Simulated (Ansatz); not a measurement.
# Lattice vibrations of TiAl6Ni5 at Γ

Computed with Ansatz, DFT PBE, scalar-relativistic, plane waves, PAW. Settings: 420 eV plane-wave cutoff, Γ-centred 14×14×2 mesh, Fermi-Dirac smearing of 0.15 eV. No spin polarisation. Phonons by linear response, acoustic sum rule imposed.

Relaxed structure:
```xyz
12
Lattice="2.8814 0.0000 0.0000 0.0000 2.8814 0.0000 0.0000 0.0000 18.5131" Properties=species:S:1:pos:R:3 pbc="T T T"
Ti    1.4407    1.4407    0.0000
Al    0.0000    0.0000   13.6246
Al    0.0000    0.0000   10.7123
Al    0.0000    0.0000    7.8008
Al    0.0000    0.0000    4.8885
Al    0.0000    0.0000    1.9754
Al    0.0000    0.0000   16.5378
Ni    1.4407    1.4407   12.1679
Ni    1.4407    1.4407    9.2566
Ni    1.4407    1.4407    6.3452
Ni    1.4407    1.4407    3.4381
Ni    1.4407    1.4407   15.0750
```

The cell was found from a structure generator's guess, not taken from experiment. In a metal, frequencies depend on the k mesh and the smearing, soft modes most.

Optical modes at Γ:
```tsv
frequency (THz)	degeneracy
2.31	2
2.51	2
2.82	1
3.17	1
4.18	2
4.36	2
4.86	1
4.94	1
5.05	2
5.82	1
7.40	2
7.96	2
7.97	2
8.31	2
8.49	2
8.65	2
8.79	1
8.83	1
9.21	1
9.62	1
10.07	1
10.46	1
```

All 33 optical modes at Γ are real: no displacement of atoms at fixed cell lowers the energy to second order. Strains and modes at other wave vectors aren't tested by this run.
